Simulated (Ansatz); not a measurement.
**Pt: from a starting cell to a relaxed one**

The start is a relaxed Pt cell displaced along its unstable phonon at q = Γ (34i cm⁻¹), largest move 0.15 Å. A full variable-cell relaxation at zero pressure is run with PBE (plane waves to 420 eV, PAW, scalar-relativistic; Ansatz, an electronic-structure program). The first steps use a coarse 14×14×14 k-mesh.

Initial structure:
```yaml
crystal:
  lattice:
    - [0.00000, 2.38497, 4.85480]
    - [1.37337, 0.00000, 4.85480]
    - [1.37337, 2.38497, 0.00000]
  atoms:
    - { symbol: Pt, position: [0.30461, 0.19539, 0.19539] }
    - { symbol: Pt, position: [0.94539, 0.05461, 0.05461] }
```

Q: What is the largest force in the starting geometry, and on which atom (counted from 1)?

A: 0.05 eV/Å, on Pt1, Pt2 (atoms numbered as listed).

Q: By how much does the energy per atom fall from start to end?

A: 0.06 eV/atom.

Q: How does the volume per atom move from start to end?

A: -1.6 %, from 15.90 to 15.65 Å³/atom.

Q: Does it find its way back to the structure it was made from?

A: It does not go back: it reaches Fm-3m (No. 225), fcc (Cu type), 0.07 eV/atom below the parent.

Q: How do the shortest distances between atoms change?

A: The closest pairs of elements (up to four, under 3.6 Å), start → end: Pt–Pt 2.73 → 2.81 Å.

Q: Is the relaxed structure metallic? Give its gap.

A: Zero (metallic).

Q: What does it relax into? Give the structure.

A: 
Space group Fm-3m (No. 225); a = 3.970 Å, b = 3.970 Å, c = 3.970 Å, α = 90.00°, β = 90.00°, γ = 90.00°

| atom | site | symmetry | x | y | z |
|---|---|---|---|---|---|
| Pt | 4a | m-3m | 0.0000 | 0.0000 | 0.0000 |
(The calculation used a cell of 1 atom; values per cell refer to that cell.)

Final values are on a 20×20×20 k-mesh of the relaxed cell. No spin polarisation in the result.

The run could not lose the symmetry of its start.

Of the parent cell (Fddd (No. 70)): it is a generated cell of Pt: the first start was made by placing the elements on the sites of a structure type, and the end was not matched to a known phase here, so it may be hypothetical. Known forms of Pt include space group No. 225.
